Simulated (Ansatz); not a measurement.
CuAu, DFT, PBEsol, PAW with Ansatz's default frozen-core files, scalar-relativistic (Ansatz 0.2.0), on 1 thread of Arm Neoverse V1 (shared host).

Command: `ansatz run input.yaml --threads 1 --pin off --max-ram 2048MiB --backend cpu --events-out ev --progress --plain --runs-dir out`

```yaml
crystal:
  lattice:
    - [2.8507024026, 0.0, 0.0]
    - [0.0, 2.8507024026, 0.0]
    - [0.0, 0.0, 3.58160886]
  atoms:
    - { symbol: Cu, position: [0.395, 0.395, 0.395] }
    - { symbol: Au, position: [0.105, 0.105, 0.105] }
kpoints:
  mp_grid: { grid: [11, 11, 8] }
scf:
  occupations: { method: fermi_dirac, width: 0.05 }
hamiltonian:
  xc: pbesol
  pseudopotentials: { kind: paw }
output:
  forces: true
  stress: true
  eigenvalues: true
  efg: { contact_densities: true }
  populations: true
  write_density: true
  write_potential: true
  elf: true
  volumetric_format: npy
```

Question: How large is the problem that the program sets up?

Answer: 270 irreducible k-points, 559 plane waves at Γ, 23 bands.

Question: About how long does it take?

Answer: 25 s of wall time for 9 SCF iterations. Times on shared machines scatter by tens of per cent.
